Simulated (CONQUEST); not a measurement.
CONQUEST run on Al (Fm-3m, 4 atoms in the cell; from Materials Project mp-134): self-consistent single point.

Computed with CONQUEST with PBE, numerical atomic orbitals double-zeta with polarisation (the shipped basis), PseudoDojo norm-conserving potentials made for PBE.

```yaml
crystal:
  lattice:
    - [4.03893, 0.00000, 0.00000]
    - [0.00000, 4.03893, 0.00000]
    - [0.00000, 0.00000, 4.03893]
  atoms:
    - { symbol: Al, position: [0.00000, 0.00000, 0.00000] }
    - { symbol: Al, position: [0.00000, 0.50000, 0.50000] }
    - { symbol: Al, position: [0.50000, 0.00000, 0.50000] }
    - { symbol: Al, position: [0.50000, 0.50000, 0.00000] }
```

Reference input (self-consistent single point, DFT, PBE, numerical atomic orbitals double-zeta with polarisation (the shipped basis), PseudoDojo norm-conserving potentials made for PBE): basis = DZP; Diag.MPMeshX, Y, Z = 6 6 6; potentials = PseudoDojo norm-conserving PBE; Grid.GridCutoff = 70 Ha; DM.SolutionMethod = diagon; Diag.kT = 0.001837 Ha; Diag.GammaCentred = true; minE.SCTolerance = 1.0e-06; SC.MaxIters = 100; SC.LinearMixingFactor = 0.3; SC.KerkerPreCondition = true; SC.KerkerFactor = 0.3 1/bohr. This run's input differs from it in these lines:

```diff
@@ -16,5 +16,5 @@
 Diag.MPMesh                    T
-Diag.MPMeshX                   6
-Diag.MPMeshY                   6
-Diag.MPMeshZ                   6
+Diag.MPMeshX                   5
+Diag.MPMeshY                   5
+Diag.MPMeshZ                   5
 Diag.GammaCentred              T
```

Output (repeated stretches shortened):

```
    new_SC_potl: Starting.  Tolerance:  0.10000E-05

    PulayMixSC: Starting Pulay mixing, A_up =  0.300 A_dn =  0.300
    PulayMixSC: Spin non-polarised calculation.
    PulayMixSC: with Kerker preconditioning, q0 =  0.300
          Harris-Foulkes Energy            :        -9.251251750940781 Ha
          GroundState Energy (E-(1/2)TS)   :        -9.251658832096485 Ha
          Free Energy (E-TS)               :        -9.252065913252187 Ha
          DFT Total Energy                 :        -9.249694985428359 Ha
          Total number of electrons        :        11.999999999999998
   [... lines left out ...]
          Total number of electrons        :        12.000053261739703
    PulayMixSC: Pulay iteration     8 residual:              0.32291E-05
          Harris-Foulkes Energy            :        -9.249762104325757 Ha
          GroundState Energy (E-(1/2)TS)   :        -9.250163551562572 Ha
          Free Energy (E-TS)               :        -9.250564998799387 Ha
          DFT Total Energy                 :        -9.249762104449914 Ha
          Total number of electrons        :        12.000066814430994
    PulayMixSC: Pulay iteration     9 residual:              0.40780E-06
    PulayMixSC: Reached SCF tolerance of  0.40780E-06 after      9 iterations
      | Number of electrons      =        12.000067
      |* band energy as 2Tr[K.H] =        -4.491919232762005 Ha
      |  screened ion-ion energy =        -4.761455567150244 Ha
      |  Ha correction           =         0.001320729578599 Ha
      |  XC correction           =         0.002292062920899 Ha
      | GS Energy as E-(1/2)TS   =        -9.250163551562572 Ha
      | Free Energy as E-TS      =        -9.250564998799387 Ha
      |* Harris-Foulkes energy   =        -9.249762104325757 Ha
      |* DFT total energy        =        -9.249762104449914 Ha
      |  estimated accuracy      =         0.000000000124157 Ha

    force: Forces on atoms (Ha/a0)
    force:  Atom   X              Y              Z
   [... lines left out ...]
    force: Maximum force :        0.00000000(Ha/a0) on atom         2 in z direction
   [... lines left out ...]
    force: Force Residual:        0.00000000 Ha/a0
    force: Total stress:         -0.48900558     0.00000000     0.00000000 GPa
                             0.00000000    -0.48900558     0.00000000
                             0.00000000     0.00000000    -0.48900558
    force: Average pressure:      0.48900558 GPa

    force: Finished force
    get_E_and_F: Change in energy during last step of electronic optimisation: -0.48518E-06
```

The run converged in 9 iterations. CONQUEST prints the stress tensor with tension positive. Against the reference run the free energy rises by 18.7 meV/atom and the pressure goes from 0.84 to 0.49 GPa.

The program uses no crystal symmetry, so grid and mesh can part values that symmetry would make equal. The atom-centred basis is finite, which shifts total energies and pressures against plane waves. This run is one point of a test of settings, so its values need not be converged; read them against the reference run alone. The structure comes from a collection of computed structures, made at another level of theory; the collection holds predicted forms beside known ones. No clean gap shows at this smearing width and mesh (spacing up to 0.31 Å⁻¹); the mesh is coarse for partly filled bands, so the values carry mesh errors.

Cost on one core: about 29 core-seconds (a rough figure).
